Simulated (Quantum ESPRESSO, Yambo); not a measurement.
For AlCl$_{3}$ (space group C2/m, No. 12), Yambo gives the independent-particle static dielectric constant along x as 3.7 on PBEsol bands and 3.09 after a scissor of 2.73 eV widens every gap (4×4×4 mesh, 131 bands, 3 Ry local-field block, 0.2 eV broadening). Axes are Cartesian, with cell vectors (Å) (2.97, -5.14, 0.00), (2.97, 5.14, 0.00), (-1.92, 0.00, 5.88).

Q: A scissor keeps the position matrix elements. In a one-oscillator model, how does ε − 1 scale, and what mean transition energy do the two values imply?

A: Each transition adds |r|²/E to ε − 1, so ε − 1 ∝ 1/(E0 + Δ). Then (3.09 − 1)/(3.7 − 1) = E0/(E0 + Δ) = 0.774, and E0 = Δ(ε' − 1)/(ε − ε') = 9.4 eV. The computed Im ε, weighted by 1/E up to 20 eV, has its mean at 9.7 eV; the smallest direct PBEsol gap is 5.12 eV. The scissor comes from a G0W0 run whose convergence isn't established. Convergence of the RPA response with its 4×4×4 mesh was not tested.

Bands from Quantum ESPRESSO.

Geometry relaxed with PBE+D3(BJ); primitive cell a = b = 5.9358 Å, c = 6.1827 Å, α = β = 98.93°, γ = 119.97°.
